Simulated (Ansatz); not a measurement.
TiO$_{2}$:
```xyz
24
Lattice="5.1195 0.0000 0.0000 0.0000 9.1672 0.0000 0.0000 0.0000 5.4391" Properties=species:S:1:pos:R:3 pbc="T T T"
Ti     0.7068     1.1817     4.9204
Ti     3.2666     3.4019     0.5187
Ti     4.4127     5.7653     3.2383
Ti     1.8529     7.9855     2.2008
Ti     4.4127     7.9855     0.5187
Ti     1.8529     5.7653     4.9204
Ti     0.7068     3.4019     2.2008
Ti     3.2666     1.1817     3.2383
O      4.1763     0.0944     4.6317
O      1.6166     4.4892     0.8075
O      0.9432     4.6779     3.5270
O      3.5029     9.0728     1.9121
O      0.9432     9.0728     0.8075
O      3.5029     4.6779     4.6317
O      4.1763     4.4892     1.9121
O      1.6166     0.0944     3.5270
O      2.3788     2.1084     4.8454
O      4.9385     2.4752     0.5937
O      2.7407     6.6920     3.3133
O      0.1810     7.0588     2.1258
O      2.7407     7.0588     0.5937
O      0.1810     6.6920     4.8454
O      2.3788     2.4752     2.1258
O      4.9385     2.1084     3.3133
```

Relaxed with PBEsol. Special points in fractions of this cell's reciprocal vectors: Γ (0.000, 0.000, 0.000); X (0.500, 0.000, 0.000); S (0.500, 0.500, 0.000); Y (0.000, 0.500, 0.000); Z (0.000, 0.000, 0.500); U (0.500, 0.000, 0.500); R (0.500, 0.500, 0.500); T (0.000, 0.500, 0.500).

Question: List the band energies nearest the valence-band maximum at these points for plane-wave PAW PBEsol (Ansatz code).

Answer: In eV from the valence-band maximum; about four levels below and three above (degenerate sets whole), none deeper than 8.9 eV; points with the same levels are listed once.

| k | below | above |
|---|---|---|
| Γ | -0.49 -0.25 -0.18 0.00 | 2.34 2.74 2.91 2.91 |
| X | -0.62 -0.62 -0.19 -0.19 | 2.65 2.65 2.90 2.90 |
| S | -0.30 -0.30 -0.30 -0.30 | 2.76 2.76 2.76 2.76 |
| Y | -0.29 -0.29 -0.20 -0.20 | 2.50 2.50 2.83 2.83 |
| Z | -0.66 -0.66 -0.61 -0.61 | 2.81 2.81 3.00 3.00 |
| U | -0.69 -0.69 -0.69 -0.69 | 2.95 2.95 2.95 2.95 |
| R | -0.53 -0.53 -0.53 -0.53 | 3.01 3.01 3.01 3.01 |
| T | -0.53 -0.53 -0.53 -0.53 | 2.94 2.94 2.94 2.94 |

Space group Pbca. The PBEsol relaxation kept the symmetry of its start. The run is not spin-polarised.

Potentials: the later of the program's two PAW sets.
